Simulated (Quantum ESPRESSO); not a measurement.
Ru3Ta3SnMo, one composition in several site orders

A calculation, not a measurement. The program is pw.x of Quantum ESPRESSO 7.5 (plane-wave density functional theory). The cell is made up: eight metal atoms on a hexagonal close-packed lattice, with elements, volume, strain and displacements drawn at random and not relaxed, so it may be unstable or far from any real phase. PseudoDojo standard norm-conserving files set the functional (PBE unless stated); there is no spin polarisation or spin-orbit coupling, the Fermi-Dirac width of 0.25 eV means electrons at about 2900 K, and the masses in the input are unused placeholders. The tin pseudopotential is less sure than most, with forces differing by about three percent from a second method on plain tin. Heavy elements are run without spin-orbit coupling, which real alloys of them have. A spin test at this wide smearing found no moment, but such smearing suppresses magnetism that the real alloy may have.

The runs put one composition on the sites in different orders. Cell, positions, cutoff, mesh and smearing stay as in the input of run 1; sites are counted in its order. Stress in the tables is positive in tension.

Input of run 1:

```
&control calculation='scf', pseudo_dir='./dojo.nc.sr.pbe.v0_5.standard.upf', outdir='./o', disk_io='minimal', tprnfor=.true., tstress=.true. /
&system ibrav=0, nat=8, ntyp=4, nbnd=75, ecutwfc=84.00895049, nosym=.true., tot_charge=0,
 occupations='smearing', smearing='fd', degauss=0.0183746611
/
&electrons conv_thr=1.470e-08, electron_maxstep=70, mixing_beta=0.5 /
ATOMIC_SPECIES
Mo 1.0 Mo.upf
Ru 1.0 Ru.upf
Sn 1.0 Sn.upf
Ta 1.0 Ta.upf
CELL_PARAMETERS angstrom
-2.9102 0.0 0.0
0.0 0.0 -4.6296
0.0 -10.0813 0.0
ATOMIC_POSITIONS angstrom
Ru -0.0069 -0.0667 0.0151
Ta 0.0509 -5.1066 -0.0134
Ta -0.0345 -3.3836 -2.3321
Sn 0.053 -8.3414 -2.3643
Ta -1.477 -2.5194 -0.0258
Mo -1.5265 -7.5556 -0.0494
Ru -1.3827 -0.8597 -2.3407
Ru -1.4487 -5.8955 -2.2945
K_POINTS automatic
8 5 3 1 1 1
```

| run | elements on sites 1 to 8 | free energy less that of run 1 (eV) | -TS (eV) | pressure (GPa) | stress xx (GPa) | stress yy (GPa) | stress zz (GPa) | stress yz (GPa) | stress xz (GPa) | stress xy (GPa) | iterations |
| --- | --- | --- | --- | --- | --- | --- | --- | --- | --- | --- | --- |
| 1 | Ru Ta Ta Sn Ta Mo Ru Ru | 0.000 | -1.911 | -1.60 | -0.43 | 8.25 | -3.03 | -0.04 | 0.14 | -0.12 | 20 |
| 2 | Ru Ta Mo Ru Ru Sn Ta Ta | 0.050 | -1.844 | -2.29 | 0.11 | 5.86 | 0.90 | 0.50 | 0.08 | 0.48 | 20 |
| 3 | Ta Ru Ta Ru Ru Sn Ta Mo | -0.150 | -1.919 | -2.76 | -0.73 | 6.02 | 2.99 | 0.53 | 0.07 | -0.70 | 20 |
| 4 | Ru Ta Mo Ta Ru Sn Ta Ru | -0.402 | -1.779 | -3.42 | 0.00 | 6.77 | 3.50 | 0.06 | 0.01 | -0.11 | 22 |
| 5 | Ta Ru Ru Mo Ta Ru Ta Sn | 0.136 | -1.931 | -1.32 | 1.02 | 3.99 | -1.04 | 0.01 | 0.07 | -0.85 | 20 |
| 6 | Ru Ru Ta Mo Ru Ta Ta Sn | -0.225 | -1.910 | -2.56 | -0.74 | 3.51 | 4.91 | 0.68 | 0.11 | -0.72 | 18 |

Forces Fx Fy Fz (eV/Å):

| site | run 1 | run 2 | run 3 | run 4 | run 5 | run 6 |
| --- | --- | --- | --- | --- | --- | --- |
| 1 | 0.04 -0.07 -0.19 | 0.07 -0.57 -0.17 | 0.21 -0.12 -0.35 | 0.11 0.00 -0.20 | 0.00 2.22 -0.57 | 0.12 -0.03 -0.16 |
| 2 | 0.12 -0.48 0.16 | -0.17 2.12 0.35 | -0.13 0.95 0.06 | -0.20 2.23 0.15 | -0.30 0.33 0.21 | -0.21 0.68 0.16 |
| 3 | -0.24 0.26 -0.07 | -0.09 0.15 -0.05 | 0.14 -0.72 -0.01 | -0.08 -0.18 0.00 | 0.04 0.34 -0.01 | 0.16 0.38 -0.03 |
| 4 | -0.46 -0.95 0.09 | -0.32 -0.46 0.08 | -0.33 -0.44 0.09 | -0.54 -1.10 0.02 | 0.04 -1.20 0.10 | -0.14 -0.91 0.01 |
| 5 | 0.10 1.80 0.10 | 0.05 0.43 0.01 | 0.05 -0.65 -0.02 | 0.03 -0.07 0.03 | -0.24 -2.32 -0.06 | 0.06 0.09 0.01 |
| 6 | 0.54 -0.12 0.12 | 0.49 -3.09 0.44 | 0.42 -0.03 0.32 | 0.83 -1.17 0.18 | 0.15 -0.38 0.21 | 0.10 -1.85 0.46 |
| 7 | -0.12 -0.62 0.05 | -0.18 0.73 0.09 | -0.41 0.38 0.37 | -0.17 -0.13 0.15 | 0.16 -0.30 0.50 | -0.22 0.83 0.14 |
| 8 | 0.02 0.18 -0.25 | 0.15 0.68 -0.75 | 0.05 0.63 -0.46 | 0.03 0.42 -0.31 | 0.17 1.32 -0.38 | 0.14 0.81 -0.59 |

The sites are displaced and not relaxed, so the energy differences mix bonding between neighbours with strain and are not ordering energies. A rerun of one cell of this series at a higher cutoff and on a denser mesh moved values by no more than 0.003 eV in energy, 0.06 GPa in stress and 0.017 eV/Å in force, and a second program with other atomic files agreed on that cell to 2 % rms in force and 0.5 GPa in pressure.